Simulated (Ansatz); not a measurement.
Ta$_{2}$O$_{5}$ in space group Pmmm (No. 47; Pearson symbol oP7), LDA (plane waves, PAW; program Ansatz). The conduction-band minimum lies at X, with 1 equivalent valley. Second derivatives d²E/dk² of the lowest band at one valley (eV·Å²), along Cartesian directions:

| direction | d²E/dk² |
|---|---|
| [100] | 8.010 |
| [010] | 33.31 |
| [001] | 1.155 |
| [110] | 20.67 |
| [101] | 4.584 |
| [011] | 17.24 |

Q: Find the principal effective masses, the density-of-states mass and the conductivity mass.

A: Off-diagonal terms follow from H_xy = H[110] − (H_xx + H_yy)/2, and m*/mₑ = 7.620 eV·Å² over each eigenvalue: 0.23, 0.95, 6.6. One valley's DOS mass (m₁m₂m₃)^(1/3) = 1.1, conductivity mass 3/(Σ 1/mᵢ) = 0.54 mₑ.

Q: What effective density of states Nc follows at 300 K for parabolic valleys?

A: Nc = 2.509e19 × 1 × (1.1)^(3/2) ≈ 2.9e19 cm⁻³.

The workflow started from an entry of the Crystallography Open Database (COD); the relaxed space group is not among those it files for this formula. COD files the formula under space group No. 49, so this cell is another polymorph or a model. Its standing as an ambient phase is unchecked. The LDA relaxation kept the symmetry of its start. At this level the phase is dynamically unstable (imaginary phonons). No spin polarisation was allowed. Spin–orbit coupling is left out wherever it is not named.

Potentials: the later of the program's two PAW sets.

Edges and masses are those of Kohn–Sham bands, whose gap is no quasiparticle gap.
